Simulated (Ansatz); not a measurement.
**Ansatz 0.2.0, settings compared: Cs2BeVF6**

The input file (Ansatz 0.2.0, plane waves):

```yaml
crystal:
  lattice:
    - [0.0, 4.3098, 4.3098]
    - [4.3098, 0.0, 4.3098]
    - [4.3098, 4.3098, 0.0]
  atoms:
    - { symbol: F, position: [0.785, 0.215, 0.215] }
    - { symbol: F, position: [0.215, 0.785, 0.215] }
    - { symbol: F, position: [0.215, 0.785, 0.785] }
    - { symbol: F, position: [0.785, 0.215, 0.785] }
    - { symbol: F, position: [0.215, 0.215, 0.785] }
    - { symbol: F, position: [0.785, 0.785, 0.215] }
    - { symbol: Be, position: [0.5, 0.5, 0.5] }
    - { symbol: V, position: [0.0, 0.0, 0.0] }
    - { symbol: Cs, position: [0.25, 0.25, 0.25] }
    - { symbol: Cs, position: [0.75, 0.75, 0.75] }
  symmetry: { tolerance: 0.0003 }
kpoints:
  mp_grid: { grid: [4, 4, 4], shift: [0, 0, 0] }
magnetization:
  spin_polarized: false
scf:
  occupations: { method: fermi_dirac }
hamiltonian:
  pseudopotentials: { kind: paw }
  xc: r2scan
basis:
  ecutwfc: 500
output:
  forces: true
  stress: true
  eigenvalues: true
  write_density: true
  write_potential: true
  elf: true
  volumetric_format: npy
```

The command:

```bash
ansatz run input.yaml --threads 1 --pin off --max-ram 2560MiB --backend cpu --events-out ev --progress --plain --runs-dir out
```

Origin of the cell: a known structure type with other elements, at an estimated volume, so it need not be a known compound.

The smearing width isn't typed, so it takes its default of 0.1 eV.

Output of this run (shortened):

```
Pseudopotentials: kind: paw
Pseudopotential: F, paw, valence charge 7, recommended cutoff 500 eV (meta_gga), F.paw.azcp
Pseudopotential: Be, paw, valence charge 2, recommended cutoff 500 eV (meta_gga), Be.paw.azcp
Pseudopotential: V, paw, valence charge 13, recommended cutoff 500 eV (meta_gga), V.paw.azcp
Pseudopotential: Cs, paw, valence charge 9, recommended cutoff 500 eV (meta_gga), Cs.paw.azcp
Functional definition: r2SCAN
  exchange = r2scan_x(k0 = k0, k1 = k1, a1 = a1)
  correlation = r2scan_c
Crystal: 10 atoms, lattice volume = 160.104 Å³
Basis set: ecut = 500 eV, 4015 PW (Γ), exchange–correlation on 180×180×180 points (64 copies of the dense FFT grid, shifted against one another)
Bands: 48, of which v1, the nominal top of the filled ones, is band 38 counted from 1 (37 counted from 0)
[… 15 lines left out …]
Initial density: superposition of atomic densities (neutral atoms: chi_scale 0, normalization atom), corrected by the library's trained network
Functional: x = r2scan, c = r2scan; τ floored in thin density (d = 2e-4 eV/Å³)
SCF iter   1: F=—  HF=-19247.571400 eV  Δρ=3.32e-2  dr2=2.64e0  dr2_τ=2.83e-1  defer=4
SCF iter   2: F=—  HF=-19247.619083 eV  Δρ=1.02e-2  dr2=1.88e-1  dr2_τ=7.04e-3  defer=12
SCF iter   3: F=—  HF=-19247.605160 eV  Δρ=7.62e-3  dr2=1.12e-1  dr2_τ=1.69e-3  defer=12
SCF iter   4: F=—  HF=-19247.587777 eV  Δρ=4.57e-3  dr2=8.73e-2  dr2_τ=9.48e-4  defer=12
SCF iter   5: F=—  HF=-19247.582531 eV  Δρ=2.39e-3  dr2=1.02e-2  dr2_τ=5.55e-4  defer=12
SCF iter   6: F=—  HF=-19247.582119 eV  Δρ=2.43e-3  dr2=1.43e-2  dr2_τ=2.53e-4  defer=12
SCF iter   7: F=—  HF=-19247.581597 eV  Δρ=1.13e-3  dr2=3.56e-3  dr2_τ=4.40e-5  defer=12
SCF iter   8: F=—  HF=-19247.581489 eV  Δρ=4.25e-5  dr2=4.97e-6  dr2_τ=3.84e-7  defer=12
SCF iter   9: F=—  HF=-19247.581362 eV  Δρ=2.42e-5  dr2=1.30e-6  dr2_τ=3.96e-8  defer=12
SCF iter  10: F=-19247.581362 eV  HF=-19247.581362 eV  Δρ=3.01e-6  dr2=2.13e-8  dr2_τ=6.05e-10
SCF 1 converged in 10 iterations: F = -19247.581362 eV  dr2 = 2.13e-8
SCF converged after 10 iterations
Free energy (F): -19247.581362 eV
Harris-Foulkes:  -19247.581362 eV  (|F-HF|=1.73e-8)
Internal energy: -19247.161433 eV  (E = F + TS)
E sigma→0 (E₀):  -19247.371398 eV
Entropy (-TS):   -0.419929 eV (-41.993 meV/atom)
Fermi energy:    7.789847 eV
--- Per-component energies (eV) ---
  E_band       = -571.088125
  E_kinetic    = 1890.262579
  E_local      = -6768.503939  (includes V_loc(G=0)·N_el)
  E_nonlocal   = 455.102929
  E_hartree    = 2806.056432
  E_xc         = -946.946584
  E_vxc        = -1179.301913  (∫ρ·V_xc dr)
  E_paw        = -12584.842702  (= ΣΔE_a)
  E_vpaw       = -657.580881  (= ΣTr[D̂ρ^β])
  E_aug_tail   = 0.006082  (compensation charges beyond the density's cutoff)
  E_vtau       = 76.823624  (kinetic-family band-sum trace: ∫τ·v_τ [+ j·A + Jᵃ·Aᵃ] dr)
  E_ewald      = -4097.929830
  E_core_change = -0.366399  (= ΣΔE_core)
  E_smearing   = -0.419929  (= −TS)
  Σ components = -19247.581362   (vs F -19247.581362, Δ=0.00e0)
--- Forces (eV/Å), atoms counted from 1 ---
  atom   1  F      0.860778    -0.000000    -0.000000
[… 4 lines left out …]
  atom   6  F      0.000000    -0.000000    -0.860778
  atom   7  Be     0.000000    -0.000000     0.000000
  atom   8  V      0.000000    -0.000000     0.000000
  atom   9  Cs     0.000000    -0.000000    -0.000000
  atom  10  Cs     0.000000    -0.000000     0.000000
  max |Σ_I F_I| component: 4.46e-16 eV/Å
--- Stress (GPa, compression-positive) ---
        7.632834       0.000000       0.000000
        0.000000       7.632834       0.000000
        0.000000      -0.000000       7.632834
  P = ⅓ Tr σ = 7.6328 GPa (76.328 kbar)
```

The same input was run again with these changes:

1. `scf.convergence.dr2_threshold` default → 1.0e-06
2. `basis.xc_grid` default → 3; `scf.eigensolver.kind` default → davidson; `basis.precision` default → f64
3. `accuracy` default → low; `basis.ecutwfc` 500 → "550 eV"; `scf.initial_density.chi_scale` default → 0.3
4. `hamiltonian.hubbard` default → { sites: [{ species: V, l: d, u_eff: 3.0 }], double_counting: amf }; `kpoints.mp_grid.grid` [4, 4, 4] → [1, 1, 1]

```json
{"run": "base", "end": "converged", "SCF iterations": "10", "P (GPa)": "7.63", "max force component (eV/Å)": "0.861", "moment (μB)": "–", "ΔE(σ→0) (meV/atom)": "0"}
{"run": "1", "end": "converged", "SCF iterations": "10", "P (GPa)": "7.63", "max force component (eV/Å)": "0.861", "moment (μB)": "–", "ΔE(σ→0) (meV/atom)": "0.00"}
{"run": "2", "end": "converged", "SCF iterations": "11", "P (GPa)": "7.63", "max force component (eV/Å)": "0.860", "moment (μB)": "–", "ΔE(σ→0) (meV/atom)": "-0.01"}
{"run": "3", "end": "converged", "SCF iterations": "20", "P (GPa)": "7.63", "max force component (eV/Å)": "0.860", "moment (μB)": "–", "ΔE(σ→0) (meV/atom)": "-1.61"}
{"run": "4", "end": "converged", "SCF iterations": "17", "P (GPa)": "13.19", "max force component (eV/Å)": "0.035", "moment (μB)": "–", "ΔE(σ→0) (meV/atom)": "–"}
```

Energies are compared only where functional, datasets, charge and starting cell are the same.

Not properties of the system: run 4 (too coarse or loose: `kpoints.mp_grid.grid` = [1, 1, 1]).

Caveats of the base run: no spin polarisation, so a magnetic state may lie lower; the k mesh is coarse if the cell is a metal.

Run 1: the SCF threshold is loose for forces.

Time of the base run: 6.2 s of wall time on 1 CPU thread(s) of a shared host, from the program's own first density.
